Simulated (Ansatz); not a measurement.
The relaxed structure here is a generated cell of TiB2: the first start was made by placing the elements on the sites of a structure type, and the end was not matched to a known phase here, so it may be hypothetical. Known forms of TiB2 include space group No. 191.

A relaxed cell of TiB2 (Fddd (No. 70)), relaxed on a k-mesh at least as fine as the one used below. These are PBEsol (plane waves to 420 eV, PAW, scalar-relativistic; Ansatz, a program for electronic structure) values and carry that method's errors. Γ-centred k-mesh 5×10×10 on the run's cell (coarser than for final values), Fermi–Dirac smearing 0.05 eV.

```xyz
12
Lattice="0.0000 6.1736 7.9822 2.2855 0.0000 3.9911 2.2855 3.0868 0.0000" Properties=species:S:1:pos:R:3 pbc="T T T"
B      2.2855     3.9009     3.9911
B      2.2855     6.9877     7.9822
B      2.2855     2.2727     3.9911
B      2.2855     5.3595     7.9822
B      3.4282     3.8161     5.9867
B      3.4282     6.9029     9.9778
B      3.4282     5.4443     5.9867
B      3.4282     8.5311     9.9778
Ti     0.0000     0.0000     0.0000
Ti     2.2855     3.0868     7.9822
Ti     1.1427     1.5434     1.9956
Ti     1.1427     4.6302     5.9867
```

The atoms are displaced along an unstable phonon of this cell by (Å):

```tsv
atom	ux	uy	uz
B1	-0.062	0.018	-0.136
B2	0.062	-0.018	0.136
B3	0.005	0.021	0.078
B4	-0.005	-0.021	-0.078
B5	0.062	-0.018	0.136
B6	-0.062	0.018	-0.136
B7	-0.005	-0.021	-0.078
B8	0.005	0.021	0.078
Ti9	0.008	0.014	0.014
Ti10	-0.008	-0.014	-0.014
Ti11	0.008	0.014	0.014
Ti12	-0.008	-0.014	-0.014
```

**Question.** What forces (eV/Å) and pressure result?

**Answer.** 
```json
[
 {"atom": "B1", "Fx": "-0.14", "Fy": "-0.37", "Fz": "-0.19"},
 {"atom": "B2", "Fx": "0.11", "Fy": "-0.45", "Fz": "0.30"},
 {"atom": "B3", "Fx": "-0.02", "Fy": "0.22", "Fz": "0.22"},
 {"atom": "B4", "Fx": "0.00", "Fy": "0.10", "Fz": "-0.24"},
 {"atom": "B5", "Fx": "0.14", "Fy": "0.37", "Fz": "0.19"},
 {"atom": "B6", "Fx": "-0.11", "Fy": "0.45", "Fz": "-0.30"},
 {"atom": "B7", "Fx": "0.02", "Fy": "-0.22", "Fz": "-0.22"},
 {"atom": "B8", "Fx": "0.00", "Fy": "-0.10", "Fz": "0.24"},
 {"atom": "Ti9", "Fx": "0.12", "Fy": "0.32", "Fz": "0.22"},
 {"atom": "Ti10", "Fx": "-0.13", "Fy": "-0.09", "Fz": "-0.14"},
 {"atom": "Ti11", "Fx": "0.13", "Fy": "0.09", "Fz": "0.14"},
 {"atom": "Ti12", "Fx": "-0.12", "Fy": "-0.32", "Fz": "-0.22"}
]
```

Pressure +0.1 GPa.

The undisplaced cell is probably no minimum: from this displacement the run went on to I4₁/amd (No. 141), 1.17 eV/atom below it.

No spin polarisation in the result.
